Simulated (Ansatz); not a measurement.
Geometry optimisation in Ansatz: input, command and trajectory.

```yaml
crystal:
  lattice:
    - [3.78775, -3.6887, 0.0]
    - [3.78775, 3.6887, 0.0]
    - [-2.5339126376, 0.0, 11.7466067009]
  atoms:
    - { symbol: H, position: [0.232, 0.41, 0.694] }
    - { symbol: H, position: [0.59, 0.768, 0.806] }
    - { symbol: H, position: [0.768, 0.59, 0.306] }
    - { symbol: H, position: [0.41, 0.232, 0.194] }
    - { symbol: H, position: [0.028, 0.548, 0.614] }
    - { symbol: H, position: [0.452, 0.972, 0.886] }
    - { symbol: H, position: [0.972, 0.452, 0.386] }
    - { symbol: H, position: [0.548, 0.028, 0.114] }
    - { symbol: H, position: [0.336, 0.548, 0.613] }
    - { symbol: H, position: [0.452, 0.664, 0.887] }
    - { symbol: H, position: [0.664, 0.452, 0.387] }
    - { symbol: H, position: [0.548, 0.336, 0.113] }
    - { symbol: C, position: [0.2225, 0.7775, 0.75] }
    - { symbol: C, position: [0.7775, 0.2225, 0.25] }
    - { symbol: C, position: [0.201, 0.547, 0.6607] }
    - { symbol: C, position: [0.453, 0.799, 0.8393] }
    - { symbol: C, position: [0.799, 0.453, 0.3393] }
    - { symbol: C, position: [0.547, 0.201, 0.1607] }
    - { symbol: Br, position: [0.6685, 0.98452, 0.57237] }
    - { symbol: Br, position: [0.01548, 0.3315, 0.92763] }
    - { symbol: Br, position: [0.3315, 0.01548, 0.42763] }
    - { symbol: Br, position: [0.98452, 0.6685, 0.07237] }
    - { symbol: O, position: [0.0558, 0.9442, 0.75] }
    - { symbol: O, position: [0.9442, 0.0558, 0.25] }
basis:
  ecutwfc: 420
kpoints:
  mp_grid: { grid: [6, 6, 4] }
hamiltonian:
  xc: pbe
  dispersion: d3bj
scf:
  occupations: { method: gaussian, width: 0.02 }
output:
  forces: true
  stress: true
  eigenvalues: true
relax:
  adjacent_minimum: "off"
  f_tol: 0.01
  max_steps: 40
```

```bash
ansatz run input.yaml --threads 4 --pin off --max-ram 9216MiB --backend cpu --events-out ev --progress --plain --runs-dir out
```

All numbers below come from Ansatz 0.2.0, DFT PBE+D3(BJ), scalar-relativistic, plane waves, PAW.

Of 16 frames 8 are shown, positions in Å and forces in eV/Å; the SCF threshold varies from step to step.

```xyz
24
Lattice="3.7877 -3.6887 0.0000 3.7877 3.6887 0.0000 -2.5339 0.0000 11.7466" Properties=species:S:1:pos:R:3:forces:R:3 pbc="T T T" step=1 free_energy_over_end_meV_per_atom=280.08
H     0.6732    0.6566    8.1521   -7.7958   -9.3550    6.0093
H     3.1014    0.6566    9.4678    7.7958   -9.3550   -6.0093
H     4.3684   -0.6566    3.5945    7.7958    9.3550   -6.0093
H     1.9402   -0.6566    2.2788   -7.7958    9.3550    6.0093
H     0.6259    1.9181    7.2124   -2.2716    2.4014   -2.3120
H     3.1487    1.9181   10.4075    2.2716    2.4014    2.3120
H     4.4157   -1.9181    4.5342    2.2716   -2.4014    2.3120
H     1.8929   -1.9181    1.3391   -2.2716   -2.4014   -2.3120
H     1.7951    0.7820    7.2007    3.6187   -2.3803   -3.0855
H     1.9795    0.7820   10.4192   -3.6187   -2.3803    3.0855
H     3.2465   -0.7820    4.5459   -3.6187    2.3803    3.0855
H     3.0620   -0.7820    1.3274    3.6187    2.3803   -3.0855
C     1.8873    2.0472    8.8100    0.0000   -0.0639    0.0000
C     3.1543   -2.0472    2.9367    0.0000    0.0639    0.0000
C     1.1591    1.2763    7.7610    6.0822    9.1683   -0.8731
C     2.6155    1.2763    9.8589   -6.0822    9.1683    0.8731
C     3.8825   -1.2763    3.9856   -6.0822   -9.1683    0.8731
C     2.4260   -1.2763    1.8877    6.0822   -9.1683   -0.8731
Br    4.8109    1.1657    6.7234    0.2347   -0.4420    0.5742
Br   -1.0363    1.1657   10.8965   -0.2347   -0.4420   -0.5742
Br    0.2307   -1.1657    5.0232   -0.2347    0.4420   -0.5742
Br    6.0778   -1.1657    0.8501    0.2347    0.4420    0.5742
O     1.8873    3.2770    8.8100    0.0000    0.4950    0.0000
O     3.1543   -3.2770    2.9367    0.0000   -0.4950    0.0000
24
Lattice="3.7877 -3.6887 0.0000 3.7877 3.6887 0.0000 -2.5339 0.0000 11.7466" Properties=species:S:1:pos:R:3:forces:R:3 pbc="T T T" step=3 free_energy_over_end_meV_per_atom=1.62
H     0.5518    0.5557    8.2208   -0.3944   -0.4026    0.2067
H     3.2229    0.5557    9.3991    0.3944   -0.4026   -0.2067
H     4.4898   -0.5557    3.5258    0.3944    0.4026   -0.2067
H     1.8187   -0.5557    2.3475   -0.3944    0.4026    0.2067
H     0.5598    1.9795    7.1326   -0.1253    0.0307   -0.0890
H     3.2148    1.9795   10.4873    0.1253    0.0307    0.0890
H     4.4818   -1.9795    4.6140    0.1253   -0.0307    0.0890
H     1.8268   -1.9795    1.2593   -0.1253   -0.0307   -0.0890
H     1.8968    0.7940    7.1394    0.1407   -0.0813   -0.1371
H     1.8779    0.7940   10.4805   -0.1407   -0.0813    0.1371
H     3.1448   -0.7940    4.6072   -0.1407    0.0813    0.1371
H     3.1637   -0.7940    1.2661    0.1407    0.0813   -0.1371
C     1.8873    2.0919    8.8100    0.0000   -0.0484    0.0000
C     3.1543   -2.0919    2.9367    0.0000    0.0484    0.0000
C     1.1588    1.3167    7.7540    0.3861    0.4718    0.0656
C     2.6158    1.3167    9.8659   -0.3861    0.4718   -0.0656
C     3.8828   -1.3167    3.9926   -0.3861   -0.4718   -0.0656
C     2.4258   -1.3167    1.8807    0.3861   -0.4718    0.0656
Br    4.8164    1.1702    6.7684   -0.0111   -0.0262   -0.0434
Br   -1.0417    1.1702   10.8515    0.0111   -0.0262    0.0434
Br    0.2252   -1.1702    4.9782    0.0111    0.0262    0.0434
Br    6.0833   -1.1702    0.8951   -0.0111    0.0262   -0.0434
O     1.8873    3.3296    8.8100    0.0000    0.0742    0.0000
O     3.1543   -3.3296    2.9367    0.0000   -0.0742    0.0000
24
Lattice="3.7877 -3.6887 0.0000 3.7877 3.6887 0.0000 -2.5339 0.0000 11.7466" Properties=species:S:1:pos:R:3:forces:R:3 pbc="T T T" step=5 free_energy_over_end_meV_per_atom=0.40
H     0.5540    0.5660    8.2193   -0.0016   -0.0284   -0.0269
H     3.2206    0.5660    9.4006    0.0016   -0.0284    0.0269
H     4.4876   -0.5660    3.5273    0.0016    0.0284    0.0269
H     1.8210   -0.5660    2.3460   -0.0016    0.0284   -0.0269
H     0.5286    2.0060    7.1442    0.0154    0.0139    0.0267
H     3.2460    2.0060   10.4757   -0.0154    0.0139   -0.0267
H     4.5130   -2.0060    4.6024   -0.0154   -0.0139   -0.0267
H     1.7955   -2.0060    1.2709    0.0154   -0.0139    0.0267
H     1.9017    0.8545    7.1179   -0.0078   -0.0207   -0.0111
H     1.8729    0.8545   10.5020    0.0078   -0.0207    0.0111
H     3.1398   -0.8545    4.6287    0.0078    0.0207    0.0111
H     3.1687   -0.8545    1.2446   -0.0078    0.0207   -0.0111
C     1.8873    2.1190    8.8100    0.0000    0.2972    0.0000
C     3.1543   -2.1190    2.9367    0.0000   -0.2972    0.0000
C     1.1590    1.3556    7.7557   -0.0207   -0.1188    0.0033
C     2.6157    1.3556    9.8642    0.0207   -0.1188   -0.0033
C     3.8826   -1.3556    3.9909    0.0207    0.1188   -0.0033
C     2.4259   -1.3556    1.8824   -0.0207    0.1188    0.0033
Br    4.8108    1.1679    6.7671    0.0148   -0.0213   -0.0021
Br   -1.0362    1.1679   10.8528   -0.0148   -0.0213    0.0021
Br    0.2308   -1.1679    4.9795   -0.0148    0.0213    0.0021
Br    6.0777   -1.1679    0.8938    0.0148    0.0213   -0.0021
O     1.8873    3.3595    8.8100    0.0000    0.0067    0.0000
O     3.1543   -3.3595    2.9367    0.0000   -0.0067    0.0000
24
Lattice="3.7877 -3.6887 0.0000 3.7877 3.6887 0.0000 -2.5339 0.0000 11.7466" Properties=species:S:1:pos:R:3:forces:R:3 pbc="T T T" step=7 free_energy_over_end_meV_per_atom=0.21
H     0.5566    0.5455    8.2276    0.0066    0.0013   -0.0031
H     3.2180    0.5455    9.3924   -0.0066    0.0013    0.0031
H     4.4850   -0.5455    3.5190   -0.0066   -0.0013    0.0031
H     1.8236   -0.5455    2.3543    0.0066   -0.0013   -0.0031
H     0.5175    1.9885    7.1560   -0.0024   -0.0013   -0.0001
H     3.2572    1.9885   10.4639    0.0024   -0.0013    0.0001
H     4.5241   -1.9885    4.5906    0.0024    0.0013    0.0001
H     1.7844   -1.9885    1.2827   -0.0024    0.0013   -0.0001
H     1.8936    0.8406    7.1178   -0.0001    0.0051   -0.0014
H     1.8810    0.8406   10.5021    0.0001    0.0051    0.0014
H     3.1479   -0.8406    4.6288    0.0001   -0.0051    0.0014
H     3.1606   -0.8406    1.2445   -0.0001   -0.0051   -0.0014
C     1.8873    2.1144    8.8100    0.0000    0.0028    0.0000
C     3.1543   -2.1144    2.9367    0.0000   -0.0028    0.0000
C     1.1544    1.3395    7.7619   -0.0042   -0.0063    0.0020
C     2.6202    1.3395    9.8580    0.0042   -0.0063   -0.0020
C     3.8872   -1.3395    3.9847    0.0042    0.0063   -0.0020
C     2.4214   -1.3395    1.8886   -0.0042    0.0063    0.0020
Br    4.8134    1.1611    6.7613   -0.0020   -0.0011   -0.0028
Br   -1.0388    1.1611   10.8586    0.0020   -0.0011    0.0028
Br    0.2282   -1.1611    4.9853    0.0020    0.0011    0.0028
Br    6.0803   -1.1611    0.8880   -0.0020    0.0011   -0.0028
O     1.8873    3.3534    8.8100    0.0000   -0.0008    0.0000
O     3.1543   -3.3534    2.9367    0.0000    0.0008    0.0000
24
Lattice="3.7877 -3.6887 0.0000 3.7877 3.6887 0.0000 -2.5339 0.0000 11.7466" Properties=species:S:1:pos:R:3:forces:R:3 pbc="T T T" step=10 free_energy_over_end_meV_per_atom=0.12
H     0.6182    0.4863    8.2279    0.0296    0.0556   -0.0382
H     3.1565    0.4863    9.3920   -0.0296    0.0556    0.0382
H     4.4234   -0.4863    3.5187   -0.0296   -0.0556    0.0382
H     1.8851   -0.4863    2.3546    0.0296   -0.0556   -0.0382
H     0.4447    1.9672    7.2151    0.0407   -0.0319    0.0258
H     3.3299    1.9672   10.4048   -0.0407   -0.0319   -0.0258
H     4.5969   -1.9672    4.5315   -0.0407    0.0319   -0.0258
H     1.7116   -1.9672    1.3418    0.0407    0.0319    0.0258
H     1.8818    0.9042    7.0696   -0.0237    0.0312    0.0246
H     1.8928    0.9042   10.5503    0.0237    0.0312   -0.0246
H     3.1597   -0.9042    4.6770    0.0237   -0.0312   -0.0246
H     3.1488   -0.9042    1.1963   -0.0237   -0.0312    0.0246
C     1.8873    2.1103    8.8100    0.0000   -0.0865    0.0000
C     3.1543   -2.1103    2.9367    0.0000    0.0865    0.0000
C     1.1459    1.3339    7.7680   -0.0493   -0.0494   -0.0013
C     2.6288    1.3339    9.8519    0.0493   -0.0494    0.0013
C     3.8957   -1.3339    3.9786    0.0493    0.0494    0.0013
C     2.4128   -1.3339    1.8947   -0.0493    0.0494   -0.0013
Br    4.8066    1.1545    6.7583    0.0124   -0.0040    0.0214
Br   -1.0319    1.1545   10.8616   -0.0124   -0.0040   -0.0214
Br    0.2350   -1.1545    4.9883   -0.0124    0.0040   -0.0214
Br    6.0735   -1.1545    0.8850    0.0124    0.0040    0.0214
O     1.8873    3.3476    8.8100    0.0000    0.0856    0.0000
O     3.1543   -3.3476    2.9367    0.0000   -0.0856    0.0000
24
Lattice="3.7877 -3.6887 0.0000 3.7877 3.6887 0.0000 -2.5339 0.0000 11.7466" Properties=species:S:1:pos:R:3:forces:R:3 pbc="T T T" step=12 free_energy_over_end_meV_per_atom=0.02
H     0.6522    0.4693    8.2160    0.0079    0.0133   -0.0113
H     3.1225    0.4693    9.4039   -0.0079    0.0133    0.0113
H     4.3894   -0.4693    3.5306   -0.0079   -0.0133    0.0113
H     1.9191   -0.4693    2.3427    0.0079   -0.0133   -0.0113
H     0.4134    1.9695    7.2474    0.0109   -0.0120    0.0068
H     3.3612    1.9695   10.3725   -0.0109   -0.0120   -0.0068
H     4.6282   -1.9695    4.4992   -0.0109    0.0120   -0.0068
H     1.6804   -1.9695    1.3741    0.0109    0.0120    0.0068
H     1.8772    0.9603    7.0443   -0.0217    0.0106    0.0155
H     1.8974    0.9603   10.5756    0.0217    0.0106   -0.0155
H     3.1643   -0.9603    4.7023    0.0217   -0.0106   -0.0155
H     3.1442   -0.9603    1.1710   -0.0217   -0.0106    0.0155
C     1.8873    2.1182    8.8100    0.0000    0.0068    0.0000
C     3.1543   -2.1182    2.9367    0.0000   -0.0068    0.0000
C     1.1422    1.3437    7.7700    0.0031   -0.0092   -0.0156
C     2.6324    1.3437    9.8499   -0.0031   -0.0092    0.0156
C     3.8994   -1.3437    3.9766   -0.0031    0.0092    0.0156
C     2.4092   -1.3437    1.8967    0.0031    0.0092   -0.0156
Br    4.8081    1.1597    6.7639   -0.0051    0.0000   -0.0048
Br   -1.0335    1.1597   10.8560    0.0051    0.0000    0.0048
Br    0.2335   -1.1597    4.9827    0.0051    0.0000    0.0048
Br    6.0751   -1.1597    0.8906   -0.0051    0.0000   -0.0048
O     1.8873    3.3570    8.8100    0.0000   -0.0015    0.0000
O     3.1543   -3.3570    2.9367    0.0000    0.0015    0.0000
24
Lattice="3.7877 -3.6887 0.0000 3.7877 3.6887 0.0000 -2.5339 0.0000 11.7466" Properties=species:S:1:pos:R:3:forces:R:3 pbc="T T T" step=14 free_energy_over_end_meV_per_atom=0.00
H     0.6816    0.4582    8.2048    0.0019    0.0047   -0.0028
H     3.0930    0.4582    9.4151   -0.0019    0.0047    0.0028
H     4.3600   -0.4582    3.5418   -0.0019   -0.0047    0.0028
H     1.9486   -0.4582    2.3315    0.0019   -0.0047   -0.0028
H     0.3881    1.9716    7.2727    0.0023   -0.0027    0.0019
H     3.3866    1.9716   10.3472   -0.0023   -0.0027   -0.0019
H     4.6535   -1.9716    4.4739   -0.0023    0.0027   -0.0019
H     1.6550   -1.9716    1.3994    0.0023    0.0027    0.0019
H     1.8712    1.0066    7.0226   -0.0072    0.0019    0.0047
H     1.9034    1.0066   10.5973    0.0072    0.0019   -0.0047
H     3.1704   -1.0066    4.7240    0.0072   -0.0019   -0.0047
H     3.1382   -1.0066    1.1493   -0.0072   -0.0019    0.0047
C     1.8873    2.1271    8.8100    0.0000    0.0154    0.0000
C     3.1543   -2.1271    2.9367    0.0000   -0.0154    0.0000
C     1.1407    1.3540    7.7701    0.0023   -0.0062   -0.0056
C     2.6339    1.3540    9.8498   -0.0023   -0.0062    0.0056
C     3.9008   -1.3540    3.9765   -0.0023    0.0062    0.0056
C     2.4077   -1.3540    1.8968    0.0023    0.0062   -0.0056
Br    4.8060    1.1615    6.7663   -0.0013   -0.0026   -0.0028
Br   -1.0314    1.1615   10.8536    0.0013   -0.0026    0.0028
Br    0.2356   -1.1615    4.9803    0.0013    0.0026    0.0028
Br    6.0729   -1.1615    0.8930   -0.0013    0.0026   -0.0028
O     1.8873    3.3660    8.8100    0.0000   -0.0087    0.0000
O     3.1543   -3.3660    2.9367    0.0000    0.0087    0.0000
24
Lattice="3.7877 -3.6887 0.0000 3.7877 3.6887 0.0000 -2.5339 0.0000 11.7466" Properties=species:S:1:pos:R:3:forces:R:3 pbc="T T T" step=16 free_energy_over_end_meV_per_atom=0.00
H     0.6808    0.4589    8.2058    0.0001    0.0000    0.0003
H     3.0938    0.4589    9.4141   -0.0001    0.0000   -0.0003
H     4.3608   -0.4589    3.5408   -0.0001    0.0000   -0.0003
H     1.9478   -0.4589    2.3325    0.0001    0.0000    0.0003
H     0.3872    1.9717    7.2738   -0.0005    0.0002   -0.0004
H     3.3875    1.9717   10.3461    0.0005    0.0002    0.0004
H     4.6544   -1.9717    4.4728    0.0005   -0.0002    0.0004
H     1.6541   -1.9717    1.4005   -0.0005   -0.0002   -0.0004
H     1.8694    1.0062    7.0227   -0.0006    0.0005    0.0003
H     1.9053    1.0062   10.5972    0.0006    0.0005   -0.0003
H     3.1722   -1.0062    4.7239    0.0006   -0.0005   -0.0003
H     3.1363   -1.0062    1.1494   -0.0006   -0.0005    0.0003
C     1.8873    2.1274    8.8100    0.0000    0.0041    0.0000
C     3.1543   -2.1274    2.9367    0.0000   -0.0041    0.0000
C     1.1400    1.3542    7.7707    0.0007   -0.0010   -0.0012
C     2.6346    1.3542    9.8493   -0.0007   -0.0010    0.0012
C     3.9016   -1.3542    3.9760   -0.0007    0.0010    0.0012
C     2.4070   -1.3542    1.8973    0.0007    0.0010   -0.0012
Br    4.8059    1.1606    6.7656   -0.0016    0.0000   -0.0008
Br   -1.0313    1.1606   10.8543    0.0016    0.0000    0.0008
Br    0.2357   -1.1606    4.9810    0.0016    0.0000    0.0008
Br    6.0729   -1.1606    0.8923   -0.0016    0.0000   -0.0008
O     1.8873    3.3662    8.8100    0.0000   -0.0038    0.0000
O     3.1543   -3.3662    2.9367    0.0000    0.0038    0.0000
```

It took 3.6 min on 4 threads of Arm Neoverse V2, on a shared host, peak memory 1.2 GiB.